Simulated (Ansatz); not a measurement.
MoSe₂ in space group P6_3/mmc (No. 194; Mo on 2c, Se on 4f), DFT-LDA in the program Ansatz with PAW potentials. The conduction-band minimum lies on the K–Γ line, 45 % of the way from K, with 6 equivalent valleys. Second derivatives d²E/dk² of the lowest band at one valley (eV·Å²), along Cartesian directions:

| direction | d²E/dk² |
|---|---|
| [100] | 13.19 |
| [010] | 15.85 |
| [001] | 17.08 |
| [110] | 16.83 |
| [101] | 15.14 |
| [011] | 16.47 |

Find the principal effective masses, the density-of-states mass and the conductivity mass.

Off-diagonal terms follow from H_xy = H[110] − (H_xx + H_yy)/2, and m*/mₑ = 7.620 eV·Å² over each eigenvalue: 0.44, 0.45, 0.64. One valley's DOS mass (m₁m₂m₃)^(1/3) = 0.50, conductivity mass 3/(Σ 1/mᵢ) = 0.50 mₑ.

What effective density of states Nc follows at 300 K for parabolic valleys?

Nc = 2.509e19 × 6 × (0.50)^(3/2) ≈ 5.3e19 cm⁻³.

With the computed static dielectric constant 14.5 (mean of the diagonal), estimate a hydrogenic donor's binding energy and radius.

E = 13.606 eV × 0.50/14.5² ≈ 32 meV; a = 0.529 Å × ε/m* ≈ 15 Å. Semilocal masses tend to be too small where the gap is.

The cell was relaxed with LDA under the symmetry of its start; phonons on a q-mesh show no instability. No spin polarisation was allowed. A crystal of weakly bound layers computed without a dispersion correction: the cell and the soft elastic constants depend strongly on that. Scalar-relativistic: spin–orbit coupling is off unless named, which matters more the heavier the elements.

Potentials: the earlier of the program's two PAW sets.
